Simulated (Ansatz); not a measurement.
HfO2 in space group P4_2/nmc (No. 137; Hf on 2a, O on 4d), PBEsol (plane waves, PAW; program Ansatz). The conduction-band minimum lies at Γ, with 1 equivalent valley. Second derivatives d²E/dk² of the lowest band at one valley (eV·Å²), along Cartesian directions:

```
direction  d²E/dk²
---------  -------
[100]        9.594
[010]        9.594
[001]        7.660
[110]        9.595
[101]        8.625
[011]        8.625
```

Question: Find the principal effective masses, the density-of-states mass and the conductivity mass.

Answer: Off-diagonal terms follow from H_xy = H[110] − (H_xx + H_yy)/2, and m*/mₑ = 7.620 eV·Å² over each eigenvalue: 0.79, 0.79, 0.99. One valley's DOS mass (m₁m₂m₃)^(1/3) = 0.86, conductivity mass 3/(Σ 1/mᵢ) = 0.85 mₑ.

Question: What effective density of states Nc follows at 300 K for parabolic valleys?

Answer: Nc = 2.509e19 × 1 × (0.86)^(3/2) ≈ 2.0e19 cm⁻³.

This is a known high-temperature phase of the composition, computed here at zero pressure and temperature. Symmetry was held in the PBEsol relaxation; its stability against distortions is not shown here. No spin polarisation was allowed. Scalar-relativistic: spin–orbit coupling is off unless named, which matters more the heavier the elements.

Potentials: the later of the program's two PAW sets.

Edges and masses are those of Kohn–Sham bands, whose gap is no quasiparticle gap.
